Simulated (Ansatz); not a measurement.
According to the program Ansatz at the PBE level (PAW), Ga in the diamond structure (Fd-3m) relaxes to a = 5.878 Å. Ga has 4 nearest neighbours from 2.55 Å (tetrahedral).

Electronic character: metallic (no gap). Gap from PBE with spin–orbit coupling: none (metallic).

An equation-of-state fit gives a bulk modulus of 36.0 GPa.

The start of the workflow was typed in or built on a structure type; neither database checked (COD, Materials Project) lists it. It is not the phase usual at ambient conditions (space group No. 64). Symmetry was held in the PBE relaxation; its stability against distortions is not shown here. The volume moved by -17 % from the start of the relaxation. Spin–orbit coupling is left out wherever it is not named.

Potentials: the earlier of the program's two PAW sets.
